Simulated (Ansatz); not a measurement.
ScF$_{3}$:
```cif
data_F18Sc6
_chemical_formula_sum 'Sc6 F18'
_space_group_name_H-M_alt 'R-3c :H'
_space_group_IT_number 167
_space_group_name_Hall '-R 3 2"c'
_cell_length_a 5.62070
_cell_length_b 5.62070
_cell_length_c 13.98100
_cell_angle_alpha 90.000
_cell_angle_beta 90.000
_cell_angle_gamma 120.000
loop_
_atom_site_label
_atom_site_type_symbol
_atom_site_symmetry_multiplicity
_atom_site_Wyckoff_symbol
_atom_site_fract_x
_atom_site_fract_y
_atom_site_fract_z
_atom_site_occupancy
Sc1 Sc 6 b 0.00000 0.00000 0.00000 1
F1 F 18 e 0.55014 0.55014 0.25000 1
```
(The calculation used a cell of 8 atoms; values per cell refer to that cell.)

Relaxed with r²SCAN.

### Question
Give the optical modes at the zone centre with their infrared and Raman activity from DFPT, r²SCAN in the plane-wave PAW code Ansatz.

### Answer
Transverse frequencies, without the LO–TO term; a row sums one degenerate level.

```csv
ω (cm⁻¹),degeneracy,IR ((D/Å)²/amu),Raman (Å⁴/amu),activity,symmetry
48,2,0.00,0,silent,Eg
94,1,0.00,0.95,Raman,A1g
135,2,0.04,0,IR,Eu
143,1,0.00,0,silent,A1u
197,1,8.06,0,IR,A2u
199,2,15.41,0,IR,Eu
242,1,0.00,0,silent,A2g
250,2,0.00,0.47,Raman,Eg
395,2,1.41,0,IR,Eu
397,1,0.00,0,silent,A1u
461,2,0.00,1.6,Raman,Eg
463,1,25.74,0,IR,A2u
464,2,49.39,0,IR,Eu
637,1,0.00,0,silent,A2g
```

### Question
How high does the top mode go among those that the LO–TO term moves?

### Answer
668 cm⁻¹ for q along x, 668 cm⁻¹ for q along y, 671 cm⁻¹ for q along z.

The first step of the workflow began from a Materials Project structure, measured or hypothetical; the Crystallography Open Database copy checked does not list it. COD files the formula under space group No. 155, 191, 194, 221. Whether it is the stable phase at ambient conditions was not checked. Symmetry was held in the r²SCAN relaxation; whether a distortion lowers the energy is not shown. The run is not spin-polarised.

Potentials: the earlier of the program's two PAW sets. The files were generated under PBE; for other functionals the program regenerates the frozen cores, and for LDA and PBEsol the local potential too.
